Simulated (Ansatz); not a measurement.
ZrO2:
```cif
data_O16Zr8
_chemical_formula_sum 'Zr8 O16'
_space_group_name_H-M_alt 'P 1'
_space_group_IT_number 1
_cell_length_a 5.07130
_cell_length_b 10.04427
_cell_length_c 5.24856
_cell_angle_alpha 90.000
_cell_angle_beta 90.000
_cell_angle_gamma 90.000
loop_
_space_group_symop_operation_xyz
  'x, y, z'
loop_
_atom_site_label
_atom_site_type_symbol
_atom_site_fract_x
_atom_site_fract_y
_atom_site_fract_z
_atom_site_occupancy
Zr1 Zr 0.75255 0.38467 0.96506 1
Zr2 Zr 0.24745 0.61533 0.03494 1
Zr3 Zr 0.74745 0.61533 0.46506 1
Zr4 Zr 0.25255 0.38467 0.53494 1
Zr5 Zr 0.25255 0.11533 0.03494 1
Zr6 Zr 0.74745 0.88467 0.96506 1
Zr7 Zr 0.24745 0.88467 0.53494 1
Zr8 Zr 0.75255 0.11533 0.46506 1
O1 O 0.62793 0.29013 0.62496 1
O2 O 0.37207 0.70987 0.37504 1
O3 O 0.87207 0.70987 0.12496 1
O4 O 0.12793 0.29013 0.87504 1
O5 O 0.12793 0.20987 0.37504 1
O6 O 0.87207 0.79013 0.62496 1
O7 O 0.37207 0.79013 0.87504 1
O8 O 0.62793 0.20987 0.12496 1
O9 O 0.99770 0.47743 0.26122 1
O10 O 0.00230 0.52257 0.73878 1
O11 O 0.50230 0.52257 0.76122 1
O12 O 0.49770 0.47743 0.23878 1
O13 O 0.49770 0.02257 0.73878 1
O14 O 0.50230 0.97743 0.26122 1
O15 O 0.00230 0.97743 0.23878 1
O16 O 0.99770 0.02257 0.76122 1
```

Relaxed with PBEsol. Plane-wave PAW PBEsol (Ansatz code) gives a gap of 3.74 eV.

Q: What gap does HSE06 give on the same cell (Ansatz, PAW)?

A: 5.43 eV, 1.69 eV more. The hybrid was solved on a coarser mesh and at special points; the gap given is the minimum over both.

| k | v1 PBEsol | c1 PBEsol | v1 HSE06 | c1 HSE06 |
|---|---|---|---|---|
| Γ | -0.01 | 3.87 | … | … |
| X | -0.16 | 3.81 | -0.16 | 5.50 |
| Z | -0.28 | 4.34 | … | … |
| U | -0.49 | 4.14 | … | … |
| Y | -0.05 | 4.15 | -0.05 | 5.86 |
| S | -0.23 | 4.09 | -0.25 | 5.79 |
| T | -0.40 | 4.38 | … | … |
| R | -0.61 | 4.31 | -0.64 | 6.02 |

Q: Top valence (v1) and lowest conduction level (c1) in eV from each method's valence maximum (which need not be a listed point): supply the withheld HSE06 values.

A: 
- U, v1 HSE06: -0.51
- U, c1 HSE06: 5.84
- T, v1 HSE06: -0.42
- T, c1 HSE06: 6.08
- Z, v1 HSE06: -0.28
- Z, c1 HSE06: 6.02
- Γ, v1 HSE06: -0.01
- Γ, c1 HSE06: 5.57

Cost on shared cores: the PBEsol run (SCF on a 6×3×5 mesh, then bands and DOS) very roughly 14 core-minutes, the HSE06 run (SCF on 3×2×3, then a few points) about 28 core-minutes (a rough figure); the tasks are unlike.

Space group Pbca. The workflow started from a Materials Project entry (that database holds measured and hypothetical structures alike); the Crystallography Open Database copy checked does not list it. It is not the phase usual at ambient conditions (space group No. 14). The cell was relaxed with PBEsol under the symmetry of its start; its stability against distortions is not shown here. The run is not spin-polarised. Spin–orbit coupling is left out wherever it is not named.

Potentials: the earlier of the program's two PAW sets. The files were generated under PBE; for other functionals the program regenerates the frozen cores, and for LDA and PBEsol the local potential too.
